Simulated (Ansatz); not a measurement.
Nb3Au in space group Cmmm (No. 65; Nb on 4l, Nb on 2d, Au on 2a) at seven volumes, PBEsol (plane waves, PAW; program Ansatz), shape and atoms relaxed at each. One row is withheld.

```json
[
 {"V (Å³/atom)": "15.702", "P (GPa)": "21.86"},
 {"V (Å³/atom)": "16.220", "P (GPa)": "13.39"},
 {"V (Å³/atom)": "16.738", "P (GPa)": "?"},
 {"V (Å³/atom)": "17.255", "P (GPa)": "0.01"},
 {"V (Å³/atom)": "17.773", "P (GPa)": "-5.25"},
 {"V (Å³/atom)": "18.291", "P (GPa)": "-9.72"},
 {"V (Å³/atom)": "18.808", "P (GPa)": "-13.51"}
]
```

Question: Fit the shown pressures and predict the withheld one.

Answer: Third-order Birch–Murnaghan: P = (3/2)B₀(x^(7/2) − x^(5/2))[1 + (3/4)(B′ − 4)(x − 1)] with x = (V₀/V)^(2/3). Least squares on the six rows gives V₀ = 17.256 Å³/atom, B₀ = 189.0 GPa, B′ = 4.32. At V = 16.738, x = 1.0205 and P = 6.15 GPa. The run itself gave 6.18 GPa.

The workflow started from a Materials Project entry (that database holds measured and hypothetical structures alike); the Crystallography Open Database copy checked does not list it. COD files the formula under space group No. 223. With Nb and Au taken as one species the cell has the higher symmetry I4/mmm, so it may be an ordered model of a mixed-site phase. Its standing as an ambient phase is unchecked. The PBEsol relaxation kept the symmetry of its start; whether a distortion lowers the energy is not shown. No spin polarisation was allowed. Scalar-relativistic: spin–orbit coupling is off unless named, which matters more the heavier the elements.

Potentials: the later of the program's two PAW sets.
